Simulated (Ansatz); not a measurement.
K$_{2}$Sn$_{2}$O$_{3}$ in space group I2_13 (No. 199; K on 8a, Sn on 8a, O on 12b), r²SCAN in the plane-wave PAW code Ansatz. The conduction-band minimum lies on the Γ–H line, 84 % of the way from Γ, with 6 equivalent valleys. Second derivatives d²E/dk² of the lowest band at one valley (eV·Å²), along Cartesian directions:

| direction | d²E/dk² |
|---|---|
| [100] | 15.88 |
| [010] | 14.05 |
| [001] | 4.230 |
| [110] | 15.03 |
| [101] | 10.05 |
| [011] | 9.135 |

Task: Find the principal effective masses, the density-of-states mass and the conductivity mass.

Result: Off-diagonal terms follow from H_xy = H[110] − (H_xx + H_yy)/2, and m*/mₑ = 7.620 eV·Å² over each eigenvalue: 0.48, 0.54, 1.8. One valley's DOS mass (m₁m₂m₃)^(1/3) = 0.78, conductivity mass 3/(Σ 1/mᵢ) = 0.67 mₑ.

Task: What effective density of states Nc follows at 300 K for parabolic valleys?

Result: Nc = 2.509e19 × 6 × (0.78)^(3/2) ≈ 1.0e20 cm⁻³.

The workflow started from a Materials Project entry (that database holds measured and hypothetical structures alike); the Crystallography Open Database copy checked does not list it. COD files the formula under space group No. 166. Its standing as an ambient phase is unchecked. Symmetry was held in the r²SCAN relaxation; its stability against distortions is not shown here. Spin–orbit coupling is left out wherever it is not named.

Potentials: the earlier of the program's two PAW sets.

Edges and masses are those of Kohn–Sham bands, whose gap is no quasiparticle gap.
